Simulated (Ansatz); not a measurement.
Rh (fcc (Cu type)), relaxed with LDA (Ansatz, a quantum-chemistry and plane-wave program, plane waves, PAW): a = 3.754 Å, b = 3.754 Å, c = 3.754 Å, α = 90.00°, β = 90.00°, γ = 90.00°.

```
Property              Result
--------------------  ------
B₀ by P(V) fit (GPa)     317
K_Hill (GPa)             317
G_Hill (GPa)             182
Θ_D (K)                  525
```

Question: The same phase is relaxed and computed with PBE+D3(BJ) in the same code. What are the cell and these values now?

Answer: a = b = c = 3.7935 Å, α = β = γ = 90.00°.

B₀ by P(V) fit (GPa): 281
K_Hill (GPa): 281
G_Hill (GPa): 168
Θ_D (K): 507

All cells were relaxed under the symmetry of their starts (and spin orders); stability against distortions was not tested throughout. Rows with no word on spin ran without spin polarisation. Scalar-relativistic: spin–orbit coupling is off unless named, which matters more the heavier the elements.

Potentials: the earlier of the program's two PAW sets.

Ansatz is a plane-wave DFT program.
